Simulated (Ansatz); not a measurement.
An Ansatz (a quantum-chemistry and plane-wave program) input:

Ansatz 0.2 input:
```yaml
crystal:
  lattice:
    - [3.5901763897, 0.0, 0.0]
    - [-1.7950881948, 3.1091839575, 0.0]
    - [0.0, 0.0, 5.8800448021]
  atoms:
    - { symbol: Zn, position: [0.0, 0.0, 0.0] }
    - { symbol: Zn, position: [0.0, 0.0, 0.5] }
    - { symbol: S, position: [0.3333333333, 0.6666666667, 0.25] }
    - { symbol: S, position: [0.6666666667, 0.3333333333, 0.75] }
kpoints:
  mp_grid: { grid: [7, 7, 4] }
hamiltonian:
  xc: hse06
  pseudopotentials: { azcp: { folder: ./paw }, kind: paw }
scf:
  n_extra_bands: 6
  occupations: { method: fixed }
output:
  eigenvalues: true
  eigenstates:
    e_range: [-9.0, 9.2]
    kpoints:
      - [0.0, 0.184896, 0.0]  # VBM
      - [0.333333, 0.333333, 0.0]  # CBM
      - [0.0, 0.0, 0.0]  # GAMMA
      - [0.0, 0.0, 0.5]  # A
      - [0.3333333333, 0.3333333333, 0.0]  # K
      - [0.3333333333, 0.3333333333, 0.5]  # H
      - [0.5, 0.0, 0.0]  # M
      - [0.5, 0.0, 0.5]  # L
```

Question: How many symmetry operations and irreducible k-points will the run report?

Answer: 24 operations, 24 of 196 k-points.

Question: With a cutoff of 420 eV, how many plane waves at Γ?

Answer: 1285.

It took roughly 2.7 core-minutes on shared server cores.

The points marked VBM and CBM come from a semilocal run.

Space group P6_3/mmc (NiAs type). The start of the workflow was typed in or built on a structure type; neither database checked (COD, Materials Project) lists it. It is not the phase usual at ambient conditions (space group No. 186, 216). The cell was relaxed with r²SCAN under the symmetry of its start; whether a distortion lowers the energy is not shown.

Potentials: the earlier of the program's two PAW sets.

Ansatz is a plane-wave DFT program.
